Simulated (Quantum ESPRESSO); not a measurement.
```yaml
crystal:
  lattice:
    - [3.11295, 0.00000, 0.00000]
    - [-1.55647, 2.69589, 0.00000]
    - [0.00000, 0.00000, 5.06713]
  atoms:
    - { symbol: Al, position: [0.66667, 0.33333, 0.50058] }
    - { symbol: Al, position: [0.33333, 0.66667, 0.00058] }
    - { symbol: N, position: [0.66667, 0.33333, 0.87942] }
    - { symbol: N, position: [0.33333, 0.66667, 0.37942] }
```
The cell was made here from a computed Materials Project entry: strained by +1 % along the unique axis and by -0.5 % across it, atoms relaxed (PBE without dispersion, pw.x of a modified build of Quantum ESPRESSO, symmetry kept). The parent is AlN in P6₃mc. Stability against distortions was not tested.

A lattice sum over point charges, one formal value an element (Al +3, N -3), with no Sternheimer factor, costs far less than a self-consistent run. Taken along the main axis of each site's self-consistent tensor, it gives:

| site | V along that axis, point charges (a.u.) |
|---|---|
| Al (atoms 1, 2) | 0.003 |
| N (atoms 3, 4) | -0.003 |

Problem. How do the values of PBE PAW (JTH datasets; density from pw.x of Quantum ESPRESSO, gradients reconstructed from it by a script) compare?

Solution. 
```csv
site,"Vzz, PAW (a.u.)",PAW over point charges
Al,0.051,16
N,0.029,-9.3
```
Along that axis the sign differs on N.  Cores are frozen. Against all-electron runs on small test molecules, this scheme's |Vzz| missed by −7 % on Al, under 1 % on N.
